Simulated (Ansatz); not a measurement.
C (diamond) was relaxed and computed twice in Ansatz (plane waves, PAW), once with LDA and once with r²SCAN+D4.

|  | run 1 | run 2 |
|---|---|---|
| cell | a = 3.532 Å, b = 3.532 Å, c = 3.532 Å, α = 90.00°, β = 90.00°, γ = 90.00° | a = 3.555 Å, b = 3.555 Å, c = 3.555 Å, α = 90.00°, β = 90.00°, γ = 90.00° |
| gap (eV) | 4.17 | 4.37 |
| B₀ by P(V) fit (GPa) | 467 | 455 |
| K_Hill (GPa) | 467 | 455 |
| G_Hill (GPa) | 544 | 553 |
| Θ_D (K) | 2260 | 2280 |

Task: Which run used which functional?

Result: Run 1 is LDA, run 2 is r²SCAN+D4.

All cells were relaxed under the symmetry of their starts (and spin orders); stability against distortions was not tested throughout.

Potentials: the later of the program's two PAW sets.

Ansatz (a first-principles code) is a plane-wave DFT program.
